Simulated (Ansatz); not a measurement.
LiTaO3:
```
CELL_PARAMETERS angstrom
      2.56973     1.48364     4.59416
     -2.56973     1.48364     4.59416
      0.00000    -2.96727     4.59416
ATOMIC_POSITIONS crystal
  Li 0.71725 0.71725 0.71725
  Li 0.21725 0.21725 0.21725
  Ta 0.99986 0.99986 0.99986
  Ta 0.49986 0.49986 0.49986
  O  0.63649 0.88134 0.27396
  O  0.88134 0.27396 0.63649
  O  0.27396 0.63649 0.88134
  O  0.13649 0.77396 0.38134
  O  0.38134 0.13649 0.77396
  O  0.77396 0.38134 0.13649
```

Relaxed with HSE06.

Q: Give the Bader charges and basin volumes of the independent atoms, the program Ansatz at the HSE06 level (PAW).

A: 

```json
[
 {"atom": "Li1", "Bader charge (e)": "+0.90", "Bader volume (Å³)": "3.1"},
 {"atom": "Ta3", "Bader charge (e)": "+3.10", "Bader volume (Å³)": "8.9"},
 {"atom": "O5", "Bader charge (e)": "-1.34", "Bader volume (Å³)": "13.5"}
]
```

Space group R3c. The HSE06 relaxation kept the symmetry of its start. The run is not spin-polarised. Scalar-relativistic: spin–orbit coupling is off unless named, which matters more the heavier the elements.

Potentials: the later of the program's two PAW sets.
